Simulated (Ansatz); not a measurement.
One crystal and one scan (scan of one atom of the cell) at two levels, PBEsol (plane waves to 420 eV, PAW, scalar-relativistic; Ansatz, a program for electronic structure) and PBE (plane waves to 420 eV, PAW, scalar-relativistic; Ansatz), each from its own relaxed cell and on its own mesh. The cell shown is that of PBEsol.

Starting cell, HgTe (zinc blende):

```
HgTe
1.0
    0.00000     3.25489     3.25489
    3.25489     0.00000     3.25489
    3.25489     3.25489     0.00000
Te Hg
1 1
Direct
  0.75000   0.75000   0.75000
  0.00000   0.00000   0.00000
```

In each cell atom 1 (Te, nearest neighbour Hg at 2.819 Å; its periodic images, 4.6 Å or more away, move with it) moves by s·(1.000, 0.000, 0.000) (along Cartesian x), the rest being held.

Energies are smeared free energies. HgTe was relaxed with its symmetry unable to fall. Spin-orbit coupling is left out, though Hg and Te are heavy. With partly filled bands, energies and forces of such displacements shift with the k mesh and the smearing. Percentages come from the unrounded values.

Results of PBEsol:

| Item | Value |
|---|---|
| Lattice constant a (Å) | 6.510 |
| Force constant k = d²E/ds² at s = 0 (finite differences) (eV/Å²) | 3.38 |
| Zone-centre optical wavenumber from k (cm⁻¹) | 108 |
| Shape of the curve | a single well with its minimum at or next to zero displacement |

### Question
What does PBE give for the same quantities?

### Answer
| quantity | PBE | PBEsol − PBE |
|---|---|---|
| Lattice constant a (Å) | 6.651 | -0.141 (-2.1 %) |
| Force constant k = d²E/ds² at s = 0 (finite differences) (eV/Å²) | 2.65 | +0.73 (+27 %) |
| Zone-centre optical wavenumber from k (cm⁻¹) | 96 | +12 (+13 %) |

PBEsol gives the higher value for: force constant k = d²E/ds² at s = 0; zone-centre optical wavenumber from k. PBEsol gives the lower value for: lattice constant a. (PBEsol) At this level the bands of HgTe touch or barely overlap. (PBE) At this level the bands of HgTe touch or barely overlap. Both give the same shape of the curve: a single well with its minimum at or next to zero displacement. Neither level is exact: the differences show how much the result hangs on the functional.

(For displaced atoms, the force is minus the slope of the energy, and its curvature is a force constant, which sets phonon frequencies.)
